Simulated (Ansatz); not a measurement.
Values for one crystal, relaxed and computed with PBE (plane waves, PAW; program Ansatz); other levels are named.

```yaml
volume_per_atom: 10.05 Å³
electronic_character: metallic (no gap)
Bulk modulus (Birch–Murnaghan fit): 220 GPa
Pressure derivative B′: 5.1
Formation energy from the elements (no fitted shifts): 0.47 eV/atom
Density of states at the Fermi level: 0.42 states/eV per atom (mean over ±0.08 eV)
Gap with spin–orbit coupling: none (metallic)
```

### Question
Pick the material that matches.
A) Cr2C, P4/nmm (Cr on 2a, Cr on 2c, C on 2c)
B) NbC2, MoSi2 or CaC2 type
C) Nb2SiN, P6_3/mmc (Si on 2d, Nb on 4f, N on 2a)
D) ZrB2, MoSi2 or CaC2 type

### Answer
B, NbC2, MoSi2 or CaC2 type

Space group I4/mmm (MoSi2 or CaC2 type). The start of the workflow was typed in or built on a structure type; neither database checked (COD, Materials Project) lists it. Whether it is the stable phase at ambient conditions was not checked. The PBE relaxation kept the symmetry of its start; whether a distortion lowers the energy is not shown. The run is not spin-polarised. The volume moved by -28 % from the start of the relaxation. Its formation energy is positive at this level, so the cell may be metastable or incomplete. The references are the lowest solids computed at this level, not always the standard phases. Spin–orbit coupling is left out wherever it is not named.

Potentials: the earlier of the program's two PAW sets.
